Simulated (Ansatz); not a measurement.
Li6SI2O:
```xyz
10
Lattice="0.0000 4.4122 4.4122 4.4122 0.0000 4.4122 4.4122 4.4122 0.0000" Properties=species:S:1:pos:R:3 pbc="T T T"
Li     6.3897     4.4122     4.4122
Li     2.4348     4.4122     4.4122
Li     4.4122     6.3897     4.4122
Li     4.4122     2.4348     4.4122
Li     4.4122     4.4122     6.3897
Li     4.4122     4.4122     2.4348
I      2.2061     2.2061     2.2061
I      6.6183     6.6183     6.6183
S      0.0000     0.0000     0.0000
O      4.4122     4.4122     4.4122
```

DFT-r²SCAN in the program Ansatz with PAW potentials gives a gap of 4.21 eV without spin–orbit coupling, maximum at X, minimum at X.

What happens when spin–orbit coupling is switched on?

The gap drops by 0.06 eV, to 4.15 eV; maximum at X, minimum at X.

Give the electron effective mass with spin–orbit coupling.

0.18, 0.62, 0.62 mₑ (principal values).

Give the hole effective mass with spin–orbit coupling.

0.83, 0.98, 0.98 mₑ (principal values).

Space group Fm-3m. The start of the workflow was typed in or built on a structure type; neither database checked (COD, Materials Project) lists it. Whether it is the stable phase at ambient conditions was not checked. The cell was relaxed with r²SCAN under the symmetry of its start; whether a distortion lowers the energy is not shown. The volume moved by 21 % from the start of the relaxation.

Potentials: the later of the program's two PAW sets.
